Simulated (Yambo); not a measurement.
SiC (zinc blende, space group F-43m, No. 216): the exchange self-energy on PBEsol orbitals (Yambo, 6×6×6 mesh) holds the Coulomb divergence, which is integrated with random points (RandQpts).

| random points | exchange-only gap Γ → X (eV) | shift of the valence edge (eV) | gap against the reference (meV) |
|---|---|---|---|
| 1,000 | 8.11 | -2.74 | 65 |
| 10,000 | 7.92 | -2.43 | -132 |
| 100,000 | 8.09 | -2.70 | 37 |
| 1,000,000 | 8.08 | -2.68 | 26 |
| 5,000,000 | 8.05 | -2.64 | reference |

No other run stays within 20 meV of the one with most points. The error is statistical; each row is a single draw, so the rows fix no rate of convergence.

Geometry relaxed with PBEsol; primitive cell a = 3.0809 Å, b = 3.0809 Å, c = 3.0809 Å, α = 60.00°, β = 60.00°, γ = 60.00°.

A shift is the quasiparticle energy of the state minus its PBEsol energy.
